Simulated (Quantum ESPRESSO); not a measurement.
# Band energies of CdO₂H₂

```
CELL_PARAMETERS angstrom
      3.54331     0.00000     0.00000
     -1.77166     3.06860     0.00000
      0.00000     0.00000     4.58517
ATOMIC_POSITIONS crystal
  H  0.66667 0.33333 0.54792
  H  0.33333 0.66667 0.45208
  O  0.66667 0.33333 0.75929
  O  0.33333 0.66667 0.24071
  Cd 0.00000 0.00000 0.00000
```

PBEsol (pw.x of Quantum ESPRESSO, ONCV potentials, without SOC); path ΓMKΓALHA,LM,KH; energies in eV from the valence-band maximum.

| k (1/Å) | point | band 13 | band 14 | band 15 | band 16 | band 17 | band 18 | band 19 | band 20 |
|---|---|---|---|---|---|---|---|---|---|
| 0.00 | Γ | -4.19 | -1.06 | -1.06 | -0.38 | -0.38 | 1.59 | 6.08 | 10.11 |
| 0.20 |  | -4.15 | -1.51 | -1.18 | -0.48 | -0.33 | 2.11 | 6.38 | 9.90 |
| 0.61 |  | -3.83 | -2.87 | -1.83 | -1.43 | -0.11 | 4.35 | 7.92 | 8.28 |
| 1.02 | M | -3.62 | -2.99 | -2.41 | -2.24 | 0.00 | 6.36 | 6.37 | 8.75 |
| 1.42 |  | -3.83 | -3.59 | -1.98 | -1.88 | -0.88 | 6.57 | 7.21 | 8.42 |
| 1.61 | K | -4.15 | -3.83 | -1.64 | -1.64 | -1.50 | 6.66 | 7.87 | 7.87 |
| 1.81 |  | -3.76 | -3.70 | -2.14 | -1.39 | -1.14 | 6.36 | 7.47 | 8.41 |
| 2.01 |  | -3.69 | -3.36 | -2.23 | -1.09 | -0.81 | 5.42 | 7.73 | 8.58 |
| 2.40 |  | -4.06 | -2.21 | -1.52 | -0.52 | -0.48 | 3.11 | 7.08 | 9.25 |
| 2.80 | Γ | -4.19 | -1.06 | -1.06 | -0.38 | -0.38 | 1.59 | 6.08 | 10.11 |
| 3.14 |  | -4.63 | -1.20 | -1.20 | -0.21 | -0.21 | 2.44 | 5.81 | 9.91 |
| 3.48 | A | -4.91 | -1.31 | -1.31 | -0.08 | -0.08 | 4.26 | 4.29 | 11.04 |
| 3.65 |  | -4.94 | -1.38 | -1.32 | -0.29 | -0.13 | 4.41 | 4.48 | 10.78 |
| 3.99 |  | -4.28 | -1.91 | -1.43 | -1.29 | -0.38 | 5.18 | 5.63 | 9.74 |
| 4.34 |  | -4.04 | -2.36 | -1.93 | -1.70 | -0.50 | 5.84 | 6.70 | 9.22 |
| 4.51 | L | -4.08 | -2.35 | -2.05 | -1.75 | -0.51 | 5.92 | 6.89 | 9.00 |
| 4.70 |  | -4.12 | -2.50 | -2.36 | -1.41 | -0.58 | 6.14 | 7.11 | 8.92 |
| 5.10 | H | -4.55 | -3.17 | -2.43 | -0.91 | -0.91 | 6.96 | 7.97 | 8.78 |
| 5.24 |  | -4.30 | -3.08 | -2.41 | -1.02 | -0.81 | 6.78 | 7.66 | 8.87 |
| 5.54 |  | -4.03 | -2.48 | -2.11 | -1.16 | -0.61 | 5.91 | 6.54 | 9.52 |
| 5.84 |  | -4.43 | -1.77 | -1.44 | -1.03 | -0.36 | 5.02 | 5.39 | 9.96 |
| 6.13 |  | -4.93 | -1.37 | -1.32 | -0.24 | -0.12 | 4.38 | 4.43 | 10.84 |
| 6.28 | A | -4.91 | -1.31 | -1.31 | -0.08 | -0.08 | 4.26 | 4.29 | 11.04 |
| 6.28 | L | -4.08 | -2.35 | -2.05 | -1.75 | -0.51 | 5.92 | 6.89 | 9.00 |
| 6.45 |  | -4.03 | -2.57 | -1.96 | -1.85 | -0.41 | 5.94 | 6.88 | 8.69 |
| 6.79 |  | -3.68 | -3.04 | -2.22 | -2.18 | -0.06 | 6.16 | 6.59 | 8.78 |
| 6.96 | M | -3.62 | -2.99 | -2.41 | -2.24 | 0.00 | 6.36 | 6.37 | 8.75 |
| 6.96 | K | -4.15 | -3.83 | -1.64 | -1.64 | -1.50 | 6.66 | 7.87 | 7.87 |
| 7.31 |  | -4.38 | -3.59 | -1.87 | -1.25 | -1.25 | 6.78 | 8.18 | 8.18 |
| 7.65 | H | -4.55 | -3.17 | -2.43 | -0.91 | -0.91 | 6.96 | 7.97 | 8.78 |

The PBEsol gap is indirect, 1.59 eV, from M to Γ; the smallest direct gap is 1.97 eV.

Spin-orbit splittings are left out.

Geometry relaxed with PBE+D3(BJ).

The structure is a Materials Project entry; no match was found in the copy of COD used, and its stability was not checked.
